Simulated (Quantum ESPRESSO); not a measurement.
## Strain and stress in GaHfTa2Ti2W2

These are calculations, not measurements. They come from Quantum ESPRESSO 7.5, a public plane-wave density functional program. Each row is one single-point run on a made-up periodic cell of eight metal atoms, with elements, volume, strain and displacements drawn at random and not relaxed, so a cell may be unstable or far from any real phase. There is no spin polarisation or spin-orbit coupling.

Settings: PBE unless stated; PseudoDojo standard norm-conserving files; Fermi-Dirac width 0.25 eV, which means electrons at about 2900 K; cutoff 1143 eV; 7 x 5 x 3 k mesh shifted half a step off Gamma. E is the free energy of the whole cell (internal energy minus TS), so a -TS column is already part of it. Stress is positive in tension, and the pressure P is minus a third of its trace.

Checks: one run of this series was repeated at a higher cutoff and on a denser mesh, which moved values by no more than 0.004 eV, 0.02 GPa and 0.004 eV/Å, and a second program with other atomic files agreed on it to 2 % rms in force and 0.5 GPa in pressure. Known limits: heavy elements are run without spin-orbit coupling, which real alloys of them have; a spin test at this wide smearing found no moment, but such smearing suppresses magnetism that the real alloy may have.

The lattice is face-centred cubic, and the cell vectors in Å are (-4.003, 0.001, -0.016); (-2.009, -4.079, -2.007); (-1.977, -4.146, 6.124), a volume of 133.34 Å³ in run 4. The elements on sites 1 to 8 are Ta W W Ga Hf Ti Ta Ti. Each run adds the same stretch e on all three axes to one drawn cell, with the atoms carried along. E is counted from run 4.

| run | e (%) | s_xx (GPa) | s_yy (GPa) | s_zz (GPa) | s_xy (GPa) | P (GPa) | E (meV) |
|---|---|---|---|---|---|---|---|
| 1 | -1.68 | -15.11 | -15.94 | -17.56 | 0.63 | 16.21 | 268.2 |
| 2 | -1.42 | -13.40 | -14.20 | -15.77 | 0.63 | 14.46 | 169.3 |
| 3 | -1.15 | -11.67 | -12.45 | -13.97 | 0.63 | 12.69 | 77.7 |
| 4 | -0.89 | -10.05 | -10.81 | -12.28 | 0.63 | 11.05 | 0.0 |
| 5 | 1.58 | ? | ? | ? | ? | ? | ? |
| 6 | 1.97 | 4.68 | 4.13 | 3.16 | 0.61 | -3.99 | -224.4 |
| 7 | 2.44 | 6.63 | 6.11 | 5.21 | 0.61 | -5.98 | -161.6 |

## Worked fit

A parabola through the runs shown gives P = 5.77 - 5.636 e + 0.339 e² GPa with e in per cent, an error of 0.009 on the linear term and a scatter of 0.02 GPa. The atoms are clamped and the cell is already under stress, so the slope belongs to this path and is not an elastic constant of a real alloy.

## Withheld run

Question: what P should run 5 give?

The fit gives -2.29 ± 0.03 GPa. The calculation gave -2.24 GPa.
